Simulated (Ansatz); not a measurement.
As:
```cif
data_As3
_chemical_formula_sum 'As3'
_space_group_name_H-M_alt 'R-3m :H'
_space_group_IT_number 166
_space_group_name_Hall '-R 3 2"'
_cell_length_a 3.86659
_cell_length_b 3.86659
_cell_length_c 4.71022
_cell_angle_alpha 90.000
_cell_angle_beta 90.000
_cell_angle_gamma 120.000
loop_
_atom_site_label
_atom_site_type_symbol
_atom_site_symmetry_multiplicity
_atom_site_Wyckoff_symbol
_atom_site_fract_x
_atom_site_fract_y
_atom_site_fract_z
_atom_site_occupancy
As1 As 3 a 0.00000 0.00000 0.00000 1
```
(The calculation used a cell of 1 atom; values per cell refer to that cell.)

Relaxed with PBE (plane waves, PAW; program Ansatz). Indices refer to the conventional cell of R-3m, a = b = 3.8666 Å, c = 4.7102 Å, α = β = 90.00°, γ = 120.00°.

Simulate the powder diffraction pattern (Fe Kα, λ = 1.93735 Å; lines above 1 %) up to 2θ = 90°.

Simulated powder pattern, Fe Kα, λ = 1.93735 Å (kinematic, ideal powder, no thermal factors, no anomalous dispersion; the 30 strongest lines at most, above 1 %, up to 2θ = 90°):

| 2θ (°) | d (Å) | I/Imax (%) | hkl |
|---|---|---|---|
| 41.58 | 2.729 | 100 | (1 0 -1 1) |
| 60.14 | 1.933 | 35 | (1 1 -2 0) |
| 60.38 | 1.926 | 34 | (0 1 -1 2) |
| 75.76 | 1.578 | 18 | (0 2 -2 1) |
| 76.19 | 1.570 | 6.0 | (0003) |

A made-up cell: these elements were put on the sites of a structure type. Its sites differ from those of the usual phase in this space group: another stacking or structure type. The PBE relaxation kept the symmetry of its start; its stability against distortions is not shown here. The volume moved by -26 % from the start of the relaxation.

Potentials: the later of the program's two PAW sets.
